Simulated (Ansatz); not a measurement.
# Slab of fcc Sr (100), 4 layers

The slab is cut from the fcc crystal, the stable phase, as relaxed on PAW files (55.04 Å³/atom), with 20 Å of vacuum and a dipole correction:

```
Sr
1.0
     4.26970    0.00000    0.00000
     0.00000    4.26970    0.00000
     0.00000    0.00000   29.05740
Sr
4
Cartesian
  1.0674 1.0674 10.0000
  3.2023 3.2023 13.0191
  1.0674 1.0674 16.0383
  3.2023 3.2023 19.0574
```

Level of theory: DFT with PBE, scalar-relativistic, in Ansatz 0.2.0; a Γ-centred 9×9×1 k mesh, Fermi–Dirac smearing of 0.05 eV, no spin polarisation. LAPW: all electrons, basis error target 1 meV/atom; PAW: frozen-core files, cutoff 420 eV.

The bulk energy comes from a cell in the slab's orientation on a 9×9×6 mesh. The surface energy is (E(slab) − N·E(bulk))/2A at zero smearing, the mean of both faces; thin slabs carry quantum-size effects.

The cell is 1×1, so reconstructions are forbidden, and in slabs of four or five layers the relaxations can be far larger than at a real surface.

As cut, the LAPW slab lies 0.793 eV above 4 atoms of bulk. What surface energy is that?

Over two faces of 18.23 Å² it is 21.7 meV/Å², and times 16.02 J/m² per eV/Å² that gives γ = 0.348 J/m².

| method | γ as cut (J/m²) | γ relaxed (J/m²) | Φ as cut (eV) | Φ relaxed (eV) |
| --- | --- | --- | --- | --- |
| LAPW | 0.348 | 0.347 | 2.52 | 2.52 |
| PAW | 0.348 | 0.347 | 2.52 | 2.52 |

How do the spacings between the planes relax?

From the bottom face up: d12 -2.1 % of 3.019 Å, d23 -0.1 % of 3.019 Å, d34 -2.1 % of 3.019 Å.

What changes if the vacuum is set to 7 Å?

LAPW then gives: no gap, work function 1.32 (top) and 1.86 (bottom) eV; PAW: no gap, work function 1.82 (top) and 1.99 (bottom) eV. The program warns that the vacuum is too thin.

What changes if the images along the normal are cut off in place of the dipole correction?

LAPW then gives: no gap, work function 2.52 eV; PAW: no gap, work function 2.52 eV.

A 3d core hole is made on one atom of each kind in every 1×1 cell (PAW hole dataset, neutral cell, valence without spin). What does it cost by layer?

layer 1 133.68 eV, layer 2 133.15 eV. Shifts between layers mean more than the absolute values, and a whole layer of holes screens otherwise than one hole.
